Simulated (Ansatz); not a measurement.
# What is wrong with this input? (Ti$_{5}$Si)

Intended: Ti$_{5}$Si, PBE, plane waves and PAW in Ansatz. The input:

```yaml
crystal:
  lattice:
    - [2.5228393509, 1.4565619783, 4.4409048145]
    - [-2.5228393509, 1.4565619783, 4.4409048145]
    - [0.0, -2.9131239567, 4.4409048145]
  atoms:
    - { symbol: Ti, position: [0.15143967, 0.15143967, 0.15143967] }
    - { symbol: Ti, position: [0.60535, 0.39465, 0.0] }
    - { symbol: Ti, position: [0.0, 0.60535, 0.39465] }
    - { symbol: Ti, position: [0.84856033, 0.84856033, 0.84856033] }
    - { symbol: Ti, position: [0.39465, 0.0, 0.60535] }
    - { symbol: Si, position: [0.5, 0.5, 0.5] }
basis:
  ecutwfc: 420
kpoints:
  mp_grid: { grid: [12, 12, 12] }
hamiltonian:
  xc: pbe
scf:
  occupations: { method: fixed }
output:
  forces: true
  stress: true
  eigenvalues: true
```

Command:

```bash
ansatz run input.yaml --threads 1 --pin off --max-ram 2560MiB --backend cpu --events-out ev --progress --plain --runs-dir out
```

Output, shortened (HF is the Harris–Foulkes energy, dr2 the density residual in eV):

```text
Pseudopotential: Ti, paw, valence charge 12, recommended cutoff 420 eV (normal)
Pseudopotential: Si, paw, valence charge 4, recommended cutoff 420 eV (normal)
Crystal: 6 atoms, lattice volume = 97.913 Å³
Basis set: ecut = 420 eV, 1911 PW (Γ), exchange–correlation on 72×72×72 points (8 copies of the dense FFT grid, shifted against one another)
Bands: 39, of which v1, the nominal top of the filled ones, is band 32 counted from 1 (31 counted from 0)
Symmetry: 6 space group operations
Space group: R32 (ITA 155), of the structure as read, at distance tolerance 4.6e-5 Å
k-points: 189 of 1728 (time reversal used)
Initial density: superposition of atomic densities, corrected by the library's trained network
SCF iter   1: HF=-13135.892212 eV  Δρ=8.23e-3  dr2=9.68e-2
SCF iter   2: HF=-13135.875343 eV  Δρ=5.21e-3  dr2=4.73e-2
SCF iter   3: HF=-13135.873174 eV  Δρ=6.12e-3  dr2=7.25e-2
SCF iter   4: HF=-13135.866796 eV  Δρ=8.51e-4  dr2=7.72e-4
SCF iter   5: HF=-13135.866647 eV  Δρ=1.77e-4  dr2=2.68e-5
SCF iter   6: HF=-13135.866642 eV  Δρ=4.42e-5  dr2=1.36e-6
SCF iter   7: HF=-13135.866642 eV  Δρ=1.82e-5  dr2=5.86e-7
SCF iter   8: F=-13135.866642 eV  HF=-13135.866642 eV  Δρ=2.58e-6  dr2=5.81e-9
SCF 1 converged in 8 iterations: F = -13135.866642 eV  dr2 = 5.81e-9
SCF converged after 8 iterations
Free energy (F): -13135.866642 eV
E sigma→0 (E₀):  -13135.866642 eV
Fermi energy:    13.688748 eV
--- Forces (eV/Å), atoms counted from 1 ---
  atom   1  Ti     0.00000000    -0.00000000     0.06852319
  atom   2  Ti    -0.05387439     0.00000000     0.00000000
  atom   3  Ti     0.02693719    -0.04665659    -0.00000000
  atom   4  Ti     0.00000000     0.00000000    -0.06852319
  atom   5  Ti     0.02693719     0.04665659     0.00000000
  atom   6  Si     0.00000000     0.00000000    -0.00000000
--- Stress (GPa, compression-positive) ---
        0.305165       0.000000       0.000000
        0.000000       0.305165       0.000000
        0.000000       0.000000      -0.415939
  P = ⅓ Tr σ = 0.0648 GPa (0.648 kbar)
```

Problem. What is the cause?
A. Lattice vectors converted from bohr twice
B. Fixed occupations on a metal
C. Spin-orbit coupling without non-collinear spin
D. A total moment locked at a wrong value
E. Plain mixing at a large step in a long cell

Solution. B. Bands cross the Fermi level, so no fixed count of filled bands holds at every k-point. The cure is a smearing.

Fix:

```diff
 scf:
-  occupations: { method: fixed }
+  occupations: { method: gaussian, width: 0.1 }
```

With the mended input the run converges and gives no gap, a pressure of 0.02 GPa. The faulty run's energy lay 7.61 meV per atom higher. The faulty run also carried warnings: band overlap at count; metallic iterate.

The mended run took 74 s on 1 thread of Intel(R) Xeon(R) Platinum 8259CL CPU @ 2.50GHz (Skylake/Cascade Lake), with other jobs on the host, peak memory 0.79 GiB.